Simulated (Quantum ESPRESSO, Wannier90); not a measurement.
# Tight-binding from DFT: InGaAs₂ (P-4m2)

```
CELL_PARAMETERS angstrom
      4.22500     0.00000     0.00000
      0.00000     4.22500     0.00000
      0.00000     0.00000     5.96215
ATOMIC_POSITIONS crystal
  In 0.00000 0.00000 0.50000
  Ga 0.50000 0.50000 0.00000
  As 0.50000 0.00000 0.76848
  As 0.00000 0.50000 0.23152
```

Structure: Materials Project mp-1223781, symmetrised, not relaxed again. Not found in the COD (Crystallography Open Database) copy used; not checked further. Method: LDA plane waves in Quantum ESPRESSO 7.5 (PseudoDojo norm-conserving files, 64 Ry, no spin polarisation, no spin-orbit coupling), Bloch states on a 8×8×6 mesh through Γ, Wannier90 4.0.1. Density: 8×8×6 mesh, cold smearing 0.01 Ry. Spin-orbit coupling is left out although heavy elements are present.

The plane-wave run has 46 bands and 56 electrons a cell. On the energy scale of pw.x, whose zero is arbitrary, the Fermi level lies at 7.35 eV.

Isolated groups of bands, relative to the Fermi level (bands from 23 on overlap up to the last one computed):

```csv
bands,from (eV),to (eV),filling,weight on atomic waves
1–10,-35.34,-35.30,filled,As 3d 100 %
11–15,-14.92,-14.82,filled,Ga 3d 99 %
16–20,-14.37,-14.15,filled,In 4d 98 %
21–22,-11.99,-9.94,filled,"As 4s 63 %, Ga 4p 11 %, In 5p 10 %"
```

Input w.win, without the blocks of cell, atoms and k-points (384 lines):

```
num_bands = 26
num_wann = 16
exclude_bands = 1-20
num_iter = 1000
conv_tol = 1.0e-6
conv_window = 4
dis_num_iter = 1000
dis_conv_tol = 1.0e-6
dis_froz_max = 14.03
write_hr = true
write_u_matrices = true
begin projections
f=0.00138,0.01062,0.50358: s;p
f=0.49115,0.50048,0.00556: s;p
f=0.49260,-0.00849,-0.22895: s;p
f=-0.01167,0.50108,0.23036: s;p
end projections
mp_grid = 8 8 6
```

wannier90.x stops with:
```
dis_windows: More states in the frozen window than target WFs
```
At some k-point more bands lie below dis_froz_max than there are Wannier functions, and every frozen state has to fit into the subspace. Mended as below, all else unchanged, the run goes through (Ω_I = 25.2 Å²) and follows the plane-wave bands to 1.8 meV rms (states up to 1.0 eV relative to the Fermi level).
```
dis_froz_max = 8.85
```
